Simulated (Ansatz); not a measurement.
# Ca$_{3}$PbO: computed property card

Ca$_{3}$PbO:
```cif
data_Ca3OPb
_chemical_formula_sum 'O1 Pb1 Ca3'
_space_group_name_H-M_alt 'P 1'
_space_group_IT_number 1
_cell_length_a 4.83687
_cell_length_b 4.83687
_cell_length_c 4.83687
_cell_angle_alpha 90.000
_cell_angle_beta 90.000
_cell_angle_gamma 90.000
loop_
_space_group_symop_operation_xyz
  'x, y, z'
loop_
_atom_site_label
_atom_site_type_symbol
_atom_site_fract_x
_atom_site_fract_y
_atom_site_fract_z
_atom_site_occupancy
O1 O 0.50000 0.50000 0.50000 1
Pb1 Pb 0.00000 0.00000 0.00000 1
Ca1 Ca 0.00000 0.50000 0.50000 1
Ca2 Ca 0.50000 0.00000 0.50000 1
Ca3 Ca 0.50000 0.50000 0.00000 1
```

Space group Pm-3m (No. 221), anti-perovskite; conventional cell a = 4.8369 Å, b = 4.8369 Å, c = 4.8369 Å, α = 90.00°, β = 90.00°, γ = 90.00°.

Method: plane-wave PAW r²SCAN (Ansatz code). Structure relaxed to zero pressure with the same functional. Other levels are named where they apply.

Cell and energy:

```
Item                                                           Value
-----------------------------------------------------  -------------
Volume per atom                                             22.63 Å³
Density                                                   5.04 g/cm³
Formation energy from the elements (no fitted shifts)  -1.75 eV/atom
```

Electronic structure:

```
Property                                                                                                 Value
------------------------------------------------  ------------------------------------------------------------
Band gap                                                                                      0.19 eV (direct)
Valence-band maximum                                                                                      at Γ
Conduction-band minimum                                                                                   at Γ
Electron effective mass, band 1 of 2 at the edge   0.86 along [100], 0.074 along [110], 0.039 along [111] (mₑ)
Electron effective mass, band 2 of 2 at the edge  0.020 along [100], 0.026 along [110], 0.039 along [111] (mₑ)
Hole effective mass, band 1 of 3 at the edge        0.28 along [100], 0.28 along [110], 0.084 along [111] (mₑ)
Hole effective mass, band 2 of 3 at the edge       0.28 along [100], 0.043 along [110], 0.038 along [111] (mₑ)
Hole effective mass, band 3 of 3 at the edge      0.018 along [100], 0.027 along [110], 0.038 along [111] (mₑ)
HSE06 gap on the r²SCAN cell                                                                           0.44 eV
Gap with spin–orbit coupling                                                                   none (metallic)
```

Mechanics:

```
Item                                  Result
----------------------------------  --------
Bulk modulus (Birch–Murnaghan fit)  58.0 GPa
Pressure derivative B′                   4.3
```

Charges:

```
Quantity                              Result
-------------  -----------------------------
Bader charges  O -1.57, Pb -2.52, Ca +1.37 e
```

The workflow started from an entry of the Crystallography Open Database (COD). Its standing as an ambient phase is unchecked. Symmetry was held in the r²SCAN relaxation; whether a distortion lowers the energy is not shown. The references are the lowest solids computed at this level, not always the standard phases (solids in place of the gases). Spin–orbit coupling is left out wherever it is not named.

Potentials: the later of the program's two PAW sets.
